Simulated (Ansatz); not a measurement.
Theory: Ansatz 0.2.0, DFT PBE, scalar-relativistic, plane waves, PAW, and for the lanthanide a 4f-in-core norm-conserving potential. Settings: cutoff 660 eV, Γ-centred meshes spaced at most about 0.3 Å⁻¹, and about 0.25 Å⁻¹ or finer for metals (2π included), Gaussian smearing. No spin polarisation in the final relaxations.

All energies are static (0 K, no zero-point motion). All come from trial cells, and lower structures may exist.

Question: Which of these relaxed structures of Nd4O is the lowest in energy?
A.

Space group P-43m (No. 215). a = 5.434 Å, b = 5.434 Å, c = 5.434 Å, α = 90.00°, β = 90.00°, γ = 90.00°
```json
{"atom": "Nd", "site": "4e", "symmetry": ".3m", "x": "0.2427", "y": "0.2427", "z": "0.2427"}
{"atom": "O", "site": "1a", "symmetry": "-43m", "x": "0.0000", "y": "0.0000", "z": "0.0000"}
```

B.

Space group Pm-3m (No. 221). a = 5.125 Å, b = 5.125 Å, c = 5.125 Å, α = 90.00°, β = 90.00°, γ = 90.00°
```
atom  site  symmetry       x       y       z
  Nd    3c    4/mm.m  0.0000  0.5000  0.5000
  Nd    1a      m-3m  0.0000  0.0000  0.0000
   O    1b      m-3m  0.5000  0.5000  0.5000
```

Answer: B. It has space group Pm-3m (No. 221); the next, A, with space group P-43m (No. 215), lies 58 meV/atom higher. Counting Nd atoms around O (those within 1.25 times the shortest such distance or 1.15 times the sum of covalent radii, 1.27 where that leaves under three), the lowest has O 6 and the next has O 4.

Some structure types and database cells were kept out of the candidates from the start, so a known form may be missing.

The lanthanide is trivalent by construction, without f bands, f moments or other valences.
